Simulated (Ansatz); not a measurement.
Consider a crystal of Ge3P4 in space group I-43d (No. 220), with Ge on 12b; P on 16c. The cell of Ge3P4 is invented: 3-, 4-connected net, the two elements on its two kinds of vertex.

These are results of DFT PBE, scalar-relativistic, plane waves, PAW in Ansatz 0.2.0, not measurements. Cutoff 420 eV, Γ-centred mesh, Gaussian smearing, no spin polarisation.

Energies over the elements count from the elements' standard structures at the same level, with no fitted energy shifts. The references include black phosphorus.

Task: Predict the relaxed structure.

Result:

Space group I-43d (No. 220). a = 8.356 Å, b = 8.356 Å, c = 8.356 Å, α = 90.00°, β = 90.00°, γ = 90.00°
```csv
atom,site,symmetry,x,y,z
Ge,12b,-4..,0.3750,0.5000,0.7500
P,16c,.3.,0.2395,0.2395,0.2395
```

Ge is surrounded by 4 P at 2.38 Å; P is surrounded by 3 Ge at 2.38 Å. Another local minimum with the same sites may exist.

Task: And its energy and gap?

Result: The formation energy is +0.19 eV/atom and the gap on the 6×6×6 mesh of the 14-atom cell is 0 eV (the bands meet within 0.015 eV). It can't be a ground state, since the elements alone are lower.

The last run used Gaussian smearing of 0.10 eV. The zero gap may come from the functional, which often closes small gaps. The reference form of P is held partly by dispersion forces, which this level lacks. A structure relaxed within its symmetry needn't be a true minimum.
